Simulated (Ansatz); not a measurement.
NaCl (rock salt, Fm-3m), plane-wave PAW LDA (Ansatz code). The conduction-band minimum lies at Γ, with 1 equivalent valley. Second derivatives d²E/dk² of the lowest band at one valley (eV·Å²), along Cartesian directions:

```csv
direction,d²E/dk²
[100],20.54
[010],20.54
[001],20.54
[110],20.54
[101],20.54
[011],20.54
```

Find the principal effective masses, the density-of-states mass and the conductivity mass.

Off-diagonal terms follow from H_xy = H[110] − (H_xx + H_yy)/2, and m*/mₑ = 7.620 eV·Å² over each eigenvalue: 0.37, 0.37, 0.37. One valley's DOS mass (m₁m₂m₃)^(1/3) = 0.37, conductivity mass 3/(Σ 1/mᵢ) = 0.37 mₑ.

What effective density of states Nc follows at 300 K for parabolic valleys?

Nc = 2.509e19 × 1 × (0.37)^(3/2) ≈ 5.6e18 cm⁻³.

With the computed static dielectric constant 5.47 (mean of the diagonal), estimate a hydrogenic donor's binding energy and radius.

E = 13.606 eV × 0.37/5.47² ≈ 170 meV; a = 0.529 Å × ε/m* ≈ 7.8 Å. Semilocal masses tend to be too small where the gap is.

With ε∞ = 2.67 and ω_LO = 270 cm⁻¹, what Fröhlich coupling constant follows?

α = (1/ε∞ − 1/ε0) √(m* × 13.606 eV/ħω_LO) = 2.4.

Symmetry was held in the LDA relaxation; phonons on a q-mesh show no instability.

Potentials: the earlier of the program's two PAW sets.
